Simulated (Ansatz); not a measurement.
## Structure relaxation, HfO$_{2}$

The start is a generated cell, HfO2 placed in the AFLOW prototype AB2_cF48_227_c_e (as in Ti2C). The structure is fully relaxed (lattice and positions, P = 0) with PBE (plane waves to 420 eV, PAW, scalar-relativistic; Ansatz, a first-principles code). The first steps use a coarse 4×4×4 k-mesh.

Initial structure:
```
CELL_PARAMETERS angstrom
      0.00000     4.08820     4.08820
      4.08820     0.00000     4.08820
      4.08820     4.08820     0.00000
ATOMIC_POSITIONS crystal
  Hf 0.62500 0.62500 0.62500
  Hf 0.12500 0.62500 0.62500
  Hf 0.62500 0.12500 0.62500
  Hf 0.62500 0.62500 0.12500
  O  0.87000 0.87000 0.87000
  O  0.39000 0.87000 0.87000
  O  0.87000 0.39000 0.87000
  O  0.87000 0.87000 0.39000
  O  0.38000 0.38000 0.38000
  O  0.86000 0.38000 0.38000
  O  0.38000 0.86000 0.38000
  O  0.38000 0.38000 0.86000
```

Q: What pressure does the first self-consistent step give?

A: +56.4 GPa (positive: the cell is compressed).

Q: Which atoms feel the largest initial force, and how large is it?

A: 0.90 eV/Å, on O5, O6, O7, O8, O9, O10, O11, O12 (atoms numbered as listed).

Q: By how much does the energy per atom fall from start to end?

A: 0.57 eV/atom.

Q: How does the volume change?

A: +38.9 %, from 11.39 to 15.82 Å³/atom.

Q: How do the shortest distances between atoms change?

A: The closest pairs of elements (up to four, under 3.6 Å), start → end: Hf–O 2.00 → 2.12 Å; O–O 2.78 → 2.72 Å; Hf–Hf 2.89 → 3.23 Å.

Q: Is the relaxed structure metallic? Give its gap.

A: 3.37 eV, indirect (valence top at L, conduction bottom at Γ) (no spin-orbit coupling).

Q: What does it relax into? Give the structure.

A: 
Space group Fd-3m, origin choice 1 (No. 227); a = b = c = 9.1236 Å, α = β = γ = 90.00°

```json
[
 {"atom": "Hf", "site": "16c", "symmetry": ".-3m", "x": "0.1250", "y": "0.1250", "z": "0.1250"},
 {"atom": "O", "site": "32e", "symmetry": ".3m", "x": "0.3553", "y": "0.3553", "z": "0.3553"}
]
```
(The calculation used a cell of 12 atoms; values per cell refer to that cell.)

The space group stays Fd-3m (No. 227) (the run could not lower it); the end is AFLOW prototype AB2_cF48_227_c_e (as in Ti2C), with 12 atoms in the primitive cell. Final values are on a 5×5×5 k-mesh of the relaxed cell. No spin polarisation in the result.

The run could not lose the symmetry of its start: the end is stationary, and may be a saddle point rather than a minimum.

The relaxed structure here is a generated cell of HfO2: the first start was made by placing the elements on the sites of a structure type, and the end was not matched to a known phase here, so it may be hypothetical. Known forms of HfO2 include space group No. 14, 29, 137, 225.
